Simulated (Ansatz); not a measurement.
With DFT-PBE in the program Ansatz with PAW potentials, LaB in the rock salt structure (Fm-3m) relaxes to a = 5.668 Å. La has 6 nearest neighbours from 2.83 Å (octahedral); B has 6 nearest neighbours from 2.83 Å (octahedral). Its formation energy from the elements is 0.58 eV/atom, with no fitted shifts.

Electronic character: metallic (no gap). Gap from PBE with spin–orbit coupling: none (metallic).

An equation-of-state fit gives a bulk modulus of 531 kbar.

The start of the workflow was typed in or built on a structure type; neither database checked (COD, Materials Project) lists it. Its standing as an ambient phase is unchecked. The cell was relaxed with PBE under the symmetry of its start; its stability against distortions is not shown here. Its formation energy is positive at this level, so the cell may be metastable or incomplete. The references are the lowest solids computed at this level, not always the standard phases. Scalar-relativistic: spin–orbit coupling is off unless named, which matters more the heavier the elements.

Potentials: the earlier of the program's two PAW sets.
